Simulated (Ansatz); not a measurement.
The relaxed structure here is a generated cell of AlPd: the first start was made by placing the elements on the sites of a structure type, and the end was not matched to a known phase here, so it may be hypothetical.

A relaxed structure of AlPd. All values below come from PBEsol (plane waves to 420 eV, PAW, scalar-relativistic; Ansatz, a first-principles code).

```cif
data_AlPd
_chemical_formula_sum 'Al1 Pd1'
_space_group_name_H-M_alt 'P 1'
_space_group_IT_number 1
_cell_length_a 2.77002
_cell_length_b 2.80824
_cell_length_c 4.18304
_cell_angle_alpha 90.000
_cell_angle_beta 90.000
_cell_angle_gamma 90.000
loop_
_space_group_symop_operation_xyz
  'x, y, z'
loop_
_atom_site_label
_atom_site_type_symbol
_atom_site_fract_x
_atom_site_fract_y
_atom_site_fract_z
_atom_site_occupancy
Al1 Al 0.50000 0.00000 0.50000 1
Pd1 Pd 0.00000 0.00000 0.00000 1
```

Q: Determine the symmetry and give the standard cell with its independent sites.

A: Space group Pmmm (No. 47); a = 2.770 Å, b = 2.808 Å, c = 4.183 Å, α = 90.00°, β = 90.00°, γ = 90.00°

```
atom  site  symmetry       x       y       z
----  ----  --------  ------  ------  ------
Al      1d       mmm  0.5000  0.0000  0.5000
Pd      1a       mmm  0.0000  0.0000  0.0000
```

Q: Give the shortest distances between elements (the closest pairs, up to four, under 3.6 Å).

A: Al–Pd 2.51 Å; Pd–Pd 2.77 Å; Al–Al 2.77 Å.

```yaml
volume_per_atom: 16.27 Å³
density: 6.81 g/cm³
band_gap: no gap (metallic)
```

No spin polarisation in the result.

The run could not lose the symmetry of its start: the end is stationary, and may be a saddle point rather than a minimum.
